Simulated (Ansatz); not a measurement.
Relaxing Ca

These are results of Ansatz, DFT PBEsol, scalar-relativistic, plane waves, PAW, not measurements.

The start is a database structure of Ca, space group Fm-3m (No. 225).

The final relaxation ran on this input, with the default PAW datasets:

```yaml
crystal:
  lattice:
    - [0.0, 2.7277507811, 2.7277507811]
    - [2.7277507811, 0.0, 2.7277507811]
    - [2.7277507811, 2.7277507811, 0.0]
  atoms:
    - { symbol: Ca, position: [0.0, 0.0, 0.0] }
basis:
  ecutwfc: 420
kpoints:
  mp_grid: { grid: [18, 18, 18] }
hamiltonian:
  xc: pbesol
scf:
  occupations: { method: gaussian, width: 0.1 }
output:
  forces: true
  stress: true
  eigenvalues: true
relax:
  adjacent_minimum: "off"
  f_tol: 0.01
  max_steps: 80
  cell: { stress_tol: 0.05 }
```

It can be run as:

```bash
ansatz run input.yaml --threads 1 --pin off --backend cpu --events-out ev --progress --plain --runs-dir out  # memory cap (--max-ram) not shown
```

End of the output:

```
SCF converged after 3 iterations
Free energy (F): -1793.735541 eV
Harris-Foulkes:  -1793.735541 eV  (|F-HF|=6.82e-13)
Internal energy: -1793.727967 eV  (E = F + TS)
E sigma→0 (E₀):  -1793.731754 eV
Entropy (-TS):   -0.007574 eV (-7.574 meV/atom)
Fermi energy:    5.143117 eV
--- Per-component energies (eV) ---
  E_band       = -171.640606
  E_kinetic    = 275.518648
  E_local      = -837.161155  (includes V_loc(G=0)·N_el)
  E_nonlocal   = 64.724534
  E_hartree    = 279.182750
  E_xc         = -134.306993
  E_vxc        = -168.278228  (∫ρ·V_xc dr)
  E_paw        = -836.723709  (= ΣΔE_a)
  E_vpaw       = -64.809916  (= ΣTr[D̂ρ^β])
  E_aug_tail   = -0.000006  (compensation charges beyond the density's cutoff)
  E_ewald      = -605.080832
  E_core_change = 0.118794  (= ΣΔE_core)
  E_smearing   = -0.007574  (= −TS)
  E_closure    =  0.000000  (closes the sum)
  Σ components = -1793.735541   (vs F -1793.735541, Δ=0.00e0)
--- Forces (eV/Å), atoms counted from 1 ---
  atom   1  Ca     0.00000000     0.00000000     0.00000000
  max |Σ_I F_I| component: 1.45e-30 eV/Å
--- Stress (GPa, compression-positive) ---
       -0.002468       0.000000       0.000000
        0.000000      -0.002468       0.000000
        0.000000       0.000000      -0.002468
  P = ⅓ Tr σ = -0.0025 GPa (-0.025 kbar)
--- Relaxed structure (1 steps of the walk, 1 accepted, 1 SCFs on fresh bases) ---
  F+E_penalty+E_count = -1793.73554077 eV   max|allowed force component| = 0.000e0 eV/Å   (the final SCF, on the basis selected at the relaxed cell)
  cell:  # Å, volume = 40.5923 Å³
    - [0.0, 2.727751, 2.727751]
    - [2.727751, 0.0, 2.727751]
    - [2.727751, 2.727751, 0.0]
  atoms:
    - { symbol: Ca, position: [0.0, 0.0, 0.0] }
```

Absolute energies hang on the potentials; compare differences alone.

The result has space group Fm-3m (No. 225). Around Ca lie 12 Ca at 3.86 Å.

A structure relaxed within its symmetry needn't be a true minimum.